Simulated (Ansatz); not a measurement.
Relaxed-ion elastic tensor of BaCuSF in space group P4/nmm (No. 129; Ba on 2c, Cu on 2b, S on 2c, F on 2a) in GPa (Voigt order), PBEsol (plane waves, PAW; program Ansatz); density 5.73 g/cm³, 18.24 Å³ per atom.

```
 121  36.2  53.8   0.0   0.0   0.0
36.2   121  53.8   0.0   0.0   0.0
53.8  53.8   100   0.0   0.0   0.0
 0.0   0.0   0.0  39.6   0.0   0.0
 0.0   0.0   0.0   0.0  39.6   0.0
 0.0   0.0   0.0   0.0   0.0  22.6
```

### Question
Is the crystal mechanically stable?

### Answer
Yes: the smallest eigenvalue of C is 22.6 GPa.

### Question
Work out the Voigt, Reuss and Hill averages.

### Answer
K_V = 70.1, K_R = 70.1, K_H = 70.1; G_V = 33.6, G_R = 31.2, G_H = 32.4 GPa.

### Question
Give Young's modulus, Poisson's ratio, Pugh's ratio and the universal anisotropy index.

### Answer
E = 9KG/(3K + G) = 84.2 GPa; ν = 0.30; K/G = 2.16 (ductile by the Pugh limit of 1.75); A_U = 5G_V/G_R + K_V/K_R − 6 = 0.39.

### Question
Estimate the sound speeds and the Debye temperature.

### Answer
v_l = √((K + 4G/3)/ρ) = 4440 m/s, v_t = √(G/ρ) = 2380 m/s, mean 2660 m/s; Θ = (h/k)(3n/4πV)^(1/3) v_m = 300 K.

### Question
Solve the Christoffel equation for the three sound speeds along x, y, z.

### Answer
Eigenvalues of C_ijkl n_j n_l equal ρv². In km/s, slowest first: x 1.99, 2.63, 4.60; y 1.99, 2.63, 4.60; z 2.63, 2.63, 4.18.

### Question
How much does each axis shrink under pressure?

### Answer
Linear compressibilities β_i = Σ_j S_ij (j = 1 to 3): x 4.6, y 4.6, z 5.0 per TPa.

The workflow started from a Materials Project entry (that database holds measured and hypothetical structures alike); the Crystallography Open Database copy checked does not list it. Whether it is the stable phase at ambient conditions was not checked. The cell was relaxed with PBEsol under the symmetry of its start; its stability against distortions is not shown here. The run is not spin-polarised. No Hubbard U is applied. Spin–orbit coupling is left out wherever it is not named.

Potentials: the earlier of the program's two PAW sets. The files were generated under PBE; for other functionals the program regenerates the frozen cores, and for LDA and PBEsol the local potential too.
